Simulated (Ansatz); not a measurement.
**C: zone-centre modes**

Level of theory: Ansatz 0.2.0, DFT r2SCAN, scalar-relativistic, plane waves, PAW. The runs took a 500 eV cutoff, a Γ-centred 12×12×10 mesh and Gaussian smearing (0.05 eV). No spin polarisation.

Zero of the scan (as given, not relaxed at this level):

```
C
1.0
     0.00000   -1.78340   -1.78340
    -1.78340    0.00000   -1.78340
     1.78340    1.78340   -3.56680
C
4
Direct
  0.75000 0.75000 0.75000
  0.25000 0.25000 0.25000
  0.37500 0.37500 0.87500
  0.87500 0.87500 0.37500
```

Harmonic modes by finite displacements of 0.02 Å, without the LO–TO term. The cell doubles the primitive one, so its zone centre also holds the primitive cell's point q = (0, 0, 1/2).

Problem. At this geometry, is the structure stable against these modes?

Solution. Yes: no mode is imaginary beyond 10 cm⁻¹, and only the three translations lie near zero.

Problem. List the wavenumbers in cm⁻¹.

Solution. 0, 0, 0, 560, 560, 1050, 1213, 1213, 1279, 1316, 1316, 1317.

Cost: 1 run of about 2.5 core-minutes, on Arm Neoverse V1 (shared hosts).